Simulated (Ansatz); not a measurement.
ScPd, one cell by several methods

```
CELL_PARAMETERS angstrom
3.28300 0.00000 0.00000
0.00000 3.28300 0.00000
0.00000 0.00000 3.28300
ATOMIC_POSITIONS crystal
Sc 0.50000 0.50000 0.50000
Pd 0.00000 0.00000 0.00000
```

Atom numbers follow the list: Sc1, Pd2.

Conventional cell: a = 3.283 Å, b = 3.283 Å, c = 3.283 Å, α = 90.00°, β = 90.00°, γ = 90.00°. Sc (atom 1) has 8 Pd at 2.84 Å as nearest neighbours. Around Pd (atom 2) lie 8 Sc at 2.84 Å.

The cell is COD entry 1523179, as deposited and not checked against the literature; nothing was relaxed.

Spin polarisation is left out, and whether a magnetic state lies lower isn't shown here.

Methods: DFT, PBEsol, PAW with Ansatz's default frozen-core files, scalar-relativistic (Ansatz 0.2.0); DFT, PBEsol, all-electron PAW with datasets made for the crystal, scalar-relativistic (Ansatz 0.2.0); DFT, PBEsol, all-electron LAPW, scalar-relativistic (Ansatz 0.2.0).

For PAW: a Γ-centred 12×12×12 k mesh, Fermi–Dirac smearing of 0.05 eV, cutoff 420 eV, no spin polarisation; the PAW files were made with PBE, and the program remakes their frozen cores for this functional. The crystal-made all-electron datasets (AE datasets) take a cutoff of 260 eV at this cell. LAPW targets a basis error of 0.25 meV/atom. The Ansatz runs share mesh, smearing and spin set-up. Plane-wave (PAW) pressures include the program's estimate of the Pulay term.

Stress and pressure are positive in compression.

Levels count from the Fermi level.

```tsv
quantity	PAW	AE datasets	LAPW
pressure (GPa)	-1.67	-1.67	-1.67
highest filled level at Γ (eV)	-2.848	-2.849	-2.849
lowest empty level at Γ (eV)	1.172	1.172	1.172
highest filled level at X (eV)	-0.714	-0.714	-0.714
lowest empty level at X (eV)	0.021	0.021	0.021
```

PAW's pressure differs from the LAPW value by about 0.01 GPa or less.
